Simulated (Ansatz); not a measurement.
## Does relaxation matter for the field gradients of MoS2?

Start: a structure deposited in the COD, atoms as given.

```cif
data_MoS2
_symmetry_space_group_name_H-M 'P6_3/mmc'
_symmetry_Int_Tables_number 194
_cell_length_a 3.1400
_cell_length_b 3.1400
_cell_length_c 12.5300
_cell_angle_alpha 90.000
_cell_angle_beta 90.000
_cell_angle_gamma 120.000
loop_
_atom_site_label
_atom_site_type_symbol
_atom_site_symmetry_multiplicity
_atom_site_Wyckoff_symbol
_atom_site_fract_x
_atom_site_fract_y
_atom_site_fract_z
Mo Mo 2 c 0.3333 0.6667 0.2500
S S 4 f 0.3333 0.6667 0.6250
```

One atom of each set is listed.

The numbers come from a DFT calculation in Ansatz (PBE, plane waves and PAW, scalar-relativistic, collinear spin, 420 eV cutoff, Γ-centred 16×16×4 k-points, Fermi–Dirac smearing 0.02 eV). Start moments as typed (μB): 2 on each Mo, none on the rest.

The largest force at the start is 0.13 eV/Å. Relaxing the ions at fixed cell moves them by 0.007 Å at most (atom 3, S) and 0.006 Å rms.

| site | moved (Å) | first shell before | first shell after | V_zz before (10²¹ V/m²) | η before |
| --- | --- | --- | --- | --- | --- |
| Mo | 0.000 | 6 S at 2.40 Å | 6 S at 2.40 Å | -7.33 | 0.00 |
| S | 0.007 | 3 Mo at 2.40 Å | 3 Mo at 2.40 Å | -5.30 | 0.00 |

Problem. How do the gradients change?

Solution. 

```csv
site,V_zz after,η after,change of V_zz
Mo,-7.15,0.00,+0.18
S,-5.18,0.00,+0.12
```

The largest change of V_zz is on Mo, from -7.33 to -7.15. In per cent, |V_zz| changes by -2 on Mo, -2 on S (all sites that start above 0.5).

Without spin–orbit coupling (the program notes it for Mo) the gradients can shift somewhat, as the gap is small. The start moments die out, and the run ends without spin.
Before: At this cell the principal stresses reach 5 GPa in size with PBE, which can matter for small gradients.
